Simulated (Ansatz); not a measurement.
Ce (fcc, Cu type)

```xyz
1
Lattice="0.0000 2.3658 2.3658 2.3658 0.0000 2.3658 2.3658 2.3658 0.0000" Properties=species:S:1:pos:R:3 pbc="T T T"
Ce     0.0000     0.0000     0.0000
```

Equation-of-state scan: isotropic scaling of the cell above, V₀ being its volume. Symmetry pins the atoms to their sites.

Calculation: PBE (plane waves to 420 eV, PAW, scalar-relativistic; Ansatz, an electronic-structure program). k mesh 17×17×17 (Γ-centred), Fermi-Dirac smearing 0.05 eV. The energy includes the smearing's −TS. Compression counts positive. Ce is run without spin polarisation. Ce was relaxed with its symmetry unable to fall. The PAW data are Ansatz's earlier set. The relaxed volume of Ce is well below the measured one. The filling of the f shell was not checked against other fillings, so treat energies with care. ΔE is measured from the relaxed starting cell. The last digit holds for this mesh only.

| V (Å³/atom) | ΔE (meV/atom) |
|---|---|
| 24.895 | 12.9 |
| 25.159 | 8.8 |
| 25.424 | 5.5 |
| 25.689 | 3.0 |
| 25.954 | 1.3 |
| 26.219 | 0.3 |
| 26.484 | 0.0 |
| 26.748 | 0.3 |
| 27.013 | 1.2 |
| 27.278 | 2.7 |
| 27.543 | 4.8 |
| 27.808 | 7.3 |
| 28.073 | withheld |

Problem. Fit a third-order Birch-Murnaghan form (E₀, V₀, B₀, B₀′ free) to the given rows and predict ΔE at V = 28.073.

Solution. Least squares on the 12 given rows: ΔE = E₀ + (9V₀B₀/16)·y²·[2 + (B₀′ − 4)y], y = (V₀/V)^(2/3) − 1, with V₀ = 26.482 Å³/atom, B₀ = 38.79 GPa (160.2 GPa = 1 eV/Å³; the term in eV is multiplied by 1000), B₀′ = 4.65, E₀ = -0.02 meV/atom; root-mean-square residual 0.02 meV/atom. At 28.073 the fit gives 10.3 meV/atom; the calculation gives 10.4 meV/atom, so the extrapolation is off by -0.1 (-1.0 %). For the pressure the fit gives -2.0 GPa against the computed -2.0 GPa.

(Under strain, the slope of the energy per volume gives the stress and its curvature an elastic modulus.)
